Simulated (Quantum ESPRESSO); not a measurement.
```xyz
6
Lattice="4.7029 0.0000 0.0000 0.0000 4.7029 0.0000 0.0000 0.0000 3.1329" Properties=species:S:1:pos:R:3 pbc="T T T"
Zn     2.3515     2.3515     1.5664
Zn     0.0000     0.0000     0.0000
F      3.2490     3.2490     0.0000
F      1.4539     1.4539     0.0000
F      3.8054     0.8975     1.5664
F      0.8975     3.8054     1.5664
```
The cell was made here from a computed Materials Project entry: F3 and its equivalents moved by 0.04 Å along (-0.71, -0.71, 0.00), space group kept. The parent is ZnF2 in P4₂/mnm; whether this form has been observed was not checked. Stability against distortions was not tested.

A lattice sum over point charges, one formal value an element (Zn +2, F -1), with no Sternheimer factor, costs far less than a self-consistent run. Taken along the main axis of each site's self-consistent tensor, it gives:

```tsv
site	V along that axis, point charges (a.u.)
Zn (atoms 1, 2)	-0.006
F (atoms 3, 4, 5, 6)	-0.085
```

Q: How do the values of PBE PAW (JTH datasets; density from pw.x of a modified build of Quantum ESPRESSO, gradients reconstructed from it by a script) compare?

A: 
```tsv
site	Vzz, PAW (a.u.)	PAW over point charges
Zn	-0.280	45
F	-0.915	11
```
  Cores are frozen. Against all-electron runs on small test molecules, this scheme's |Vzz| missed by +4 % on Zn, −6 to +4 % (−29 % in KF) on F.
